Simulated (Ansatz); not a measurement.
SiNi₂:
```
CELL_PARAMETERS angstrom
      4.94946     0.00000     0.00000
      0.00000     3.69465     0.00000
      0.00000     0.00000     7.00512
ATOMIC_POSITIONS crystal
  Si 0.28928 0.25000 0.61445
  Si 0.71072 0.75000 0.38555
  Si 0.21072 0.75000 0.11445
  Si 0.78928 0.25000 0.88555
  Ni 0.45793 0.25000 0.29477
  Ni 0.54207 0.75000 0.70523
  Ni 0.04207 0.75000 0.79477
  Ni 0.95793 0.25000 0.20523
  Ni 0.33000 0.25000 0.93997
  Ni 0.67000 0.75000 0.06003
  Ni 0.17000 0.75000 0.43997
  Ni 0.83000 0.25000 0.56003
```

Relaxed with r²SCAN. Special points in fractions of this cell's reciprocal vectors: Γ (0.000, 0.000, 0.000); X (0.500, 0.000, 0.000); S (0.500, 0.500, 0.000); Y (0.000, 0.500, 0.000); Z (0.000, 0.000, 0.500); U (0.500, 0.000, 0.500); R (0.500, 0.500, 0.500); T (0.000, 0.500, 0.500).

### Question
List the band energies nearest the Fermi level at these points for DFT-r²SCAN in the program Ansatz with PAW potentials.

### Answer
In eV from the Fermi level; about four levels below and three above (degenerate sets whole), none deeper than 8.9 eV; points with the same levels are listed once.

```tsv
k	below	above
Γ	-1.00 -0.97 -0.65 -0.21	0.82 0.93 2.00
X	-1.14 -1.14 -0.98 -0.98	1.29 1.29 2.22 2.22
S	-0.81 -0.81 -0.81 -0.81	0.03 0.03 0.03 0.03
Y	-1.02 -1.02 -0.97 -0.97	0.80 0.80 1.42 1.42
Z	-1.13 -1.13 -1.13 -1.13 -0.42 -0.42	0.23 0.23 1.49 1.49
U	-0.98 -0.98 -0.61 -0.61	0.33 0.33 1.98 1.98
R	-0.75 -0.75 -0.75 -0.75	0.51 0.51 0.51 0.51
T	-0.43 -0.43 -0.36 -0.36	1.41 1.41 2.12 2.12
```

Space group Pnma. The cell was relaxed with r²SCAN under the symmetry of its start; of distortions, only those at the zone centre were tested. No spin polarisation was allowed.

Potentials: the earlier of the program's two PAW sets.
